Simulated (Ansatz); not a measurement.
CaZnC2O6 in space group R-3 (No. 148; Ca on 3a, Zn on 3b, C on 6c, O on 18f), the program Ansatz at the r²SCAN level (PAW). The conduction-band minimum lies at T, with 1 equivalent valley. Second derivatives d²E/dk² of the lowest band at one valley (eV·Å²), along Cartesian directions:

```csv
direction,d²E/dk²
[100],9.603
[010],9.603
[001],3.482
[110],9.603
[101],6.543
[011],6.543
```

Find the principal effective masses, the density-of-states mass and the conductivity mass.

Off-diagonal terms follow from H_xy = H[110] − (H_xx + H_yy)/2, and m*/mₑ = 7.620 eV·Å² over each eigenvalue: 0.79, 0.79, 2.2. One valley's DOS mass (m₁m₂m₃)^(1/3) = 1.1, conductivity mass 3/(Σ 1/mᵢ) = 1.0 mₑ.

What effective density of states Nc follows at 300 K for parabolic valleys?

Nc = 2.509e19 × 1 × (1.1)^(3/2) ≈ 2.9e19 cm⁻³.

The workflow started from a Materials Project entry (that database holds measured and hypothetical structures alike); the Crystallography Open Database copy checked does not list it. Its standing as an ambient phase is unchecked. The cell was relaxed with r²SCAN under the symmetry of its start; its stability against distortions is not shown here.

Potentials: the later of the program's two PAW sets.

Edges and masses are those of Kohn–Sham bands, whose gap is no quasiparticle gap.
